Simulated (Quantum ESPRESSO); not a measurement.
## Mo4Ir2CuGa (one composition in several site orders)

Simulated, not a measurement. The program is pw.x of Quantum ESPRESSO 7.5 (plane-wave density functional theory). The cell is made up: eight metal atoms on a face-centred cubic lattice, with elements, volume, strain and displacements drawn at random and not relaxed, so it may be unstable or far from any real phase. PseudoDojo standard norm-conserving files set the functional (PBE unless stated); there is no spin polarisation or spin-orbit coupling, the Fermi-Dirac width of 0.25 eV means electrons at about 2900 K, and the masses in the input are unused placeholders. The copper pseudopotential is less sure than most, with forces differing by about three percent and pressure by about two GPa from a second method on plain copper. Heavy elements are run without spin-orbit coupling, which real alloys of them have. A spin test at this wide smearing found no moment, but such smearing suppresses magnetism that the real alloy may have.

The runs put one composition on the sites in different orders. Cell, positions, cutoff, mesh and smearing stay as in the input of run 1; sites are counted in its order. Stress in the tables is positive in tension.

Input of run 1:

```
&control calculation='scf', pseudo_dir='./dojo.nc.sr.pbe.v0_5.standard.upf', outdir='./o', disk_io='minimal', tprnfor=.true., tstress=.true. /
&system ibrav=0, nat=8, ntyp=4, nbnd=77, ecutwfc=92.02030273, nosym=.true., tot_charge=0,
 occupations='smearing', smearing='fd', degauss=0.0183746611
/
&electrons conv_thr=1.470e-08, electron_maxstep=70, mixing_beta=0.5 /
ATOMIC_SPECIES
Cu 1.0 Cu.upf
Ga 1.0 Ga.upf
Ir 1.0 Ir.upf
Mo 1.0 Mo.upf
CELL_PARAMETERS angstrom
0.0 0.0 -3.9663
3.9663 0.0 0.0
0.0 -7.9326 0.0
ATOMIC_POSITIONS angstrom
Mo -0.0685 0.06 0.0115
Ir 0.0067 -3.9922 0.0752
Ir 2.0113 -1.9587 -0.0247
Mo 1.9705 -5.948 0.0367
Mo -0.0437 -1.9617 -2.0547
Cu 0.0211 -5.9242 -2.0129
Ga 1.9879 -0.0103 -1.9294
Mo 2.0229 -4.0172 -2.0268
K_POINTS automatic
6 6 3 1 1 1
```

| run | elements on sites 1 to 8 | free energy less that of run 1 (eV) | -TS (eV) | pressure (GPa) | stress xx (GPa) | stress yy (GPa) | stress zz (GPa) | stress yz (GPa) | stress xz (GPa) | stress xy (GPa) | iterations |
| --- | --- | --- | --- | --- | --- | --- | --- | --- | --- | --- | --- |
| 1 | Mo Ir Ir Mo Mo Cu Ga Mo | 0.000 | -1.563 | -8.45 | 7.68 | 8.36 | 9.30 | -0.97 | 0.00 | -0.53 | 20 |
| 2 | Ir Mo Mo Ga Mo Ir Cu Mo | 0.463 | -1.597 | -6.34 | 9.60 | 1.55 | 7.86 | 1.11 | -0.03 | -0.07 | 22 |
| 3 | Mo Mo Ga Cu Mo Ir Mo Ir | 0.469 | -1.628 | -8.13 | 7.28 | 5.23 | 11.89 | 0.65 | 0.03 | 0.16 | 22 |
| 4 | Ga Ir Mo Mo Ir Cu Mo Mo | -0.360 | -1.377 | -9.90 | 4.93 | 12.66 | 12.11 | -1.01 | 0.00 | -0.04 | 18 |
| 5 | Cu Ir Mo Mo Mo Mo Ga Ir | -0.581 | -1.276 | -9.55 | 9.81 | 8.98 | 9.85 | -0.42 | 0.31 | 0.14 | 20 |
| 6 | Cu Mo Mo Ga Mo Ir Mo Ir | 0.268 | -1.587 | -6.93 | 6.13 | 6.60 | 8.06 | 0.05 | 0.19 | -0.35 | 21 |

Forces Fx Fy Fz (eV/Å):

```
site              run 1             run 2              run 3             run 4             run 5              run 6
   1    0.51 -0.22 0.17   0.32 -0.81 0.01     0.45 0.06 0.08   0.71 -0.30 0.09  0.31 -0.32 -0.07    0.32 -0.25 0.02
   2   -0.03 0.19 -0.52  0.08 -0.34 -0.52   0.03 -0.13 -0.27   0.07 0.53 -0.65   0.11 0.29 -1.05   0.09 -0.06 -0.65
   3  -0.31 -0.89 -0.05  -0.25 1.35 -0.06  -0.58 -0.53 -0.09  -0.44 -0.78 0.10  -0.26 -0.61 0.15  -0.40 -0.12 -0.03
   4    0.19 0.38 -0.39  0.02 -0.97 -0.39   -0.02 0.17 -0.18   0.07 0.15 -0.39   0.04 0.35 -0.32   0.05 -0.22 -0.23
   5    0.44 -0.87 0.38    0.28 1.27 0.24    0.57 -0.46 0.41   0.40 -0.56 0.41   0.34 -0.46 0.39     0.37 0.22 0.51
   6    -0.07 0.23 0.38  -0.06 -0.09 0.39   -0.12 -0.44 0.20   -0.11 0.19 0.30   -0.04 0.05 0.34    0.00 -0.84 0.47
   7   -0.42 0.16 -0.32  -0.21 0.11 -0.23   -0.13 1.08 -0.38  -0.39 0.35 -0.25  -0.15 0.27 -0.26   -0.20 0.33 -0.50
   8    -0.32 1.01 0.35  -0.18 -0.52 0.56    -0.20 0.25 0.23   -0.31 0.42 0.38   -0.34 0.44 0.83    -0.24 0.93 0.41
```

The sites are displaced and not relaxed, so the energy differences hold strain from misfit and are not ordering energies. A rerun of one cell of this series at a higher cutoff and on a denser mesh moved values by no more than 0.009 eV in energy, 0.04 GPa in stress and 0.007 eV/Å in force, and a second program with other atomic files agreed on that cell to 2 % rms in force and 0.5 GPa in pressure.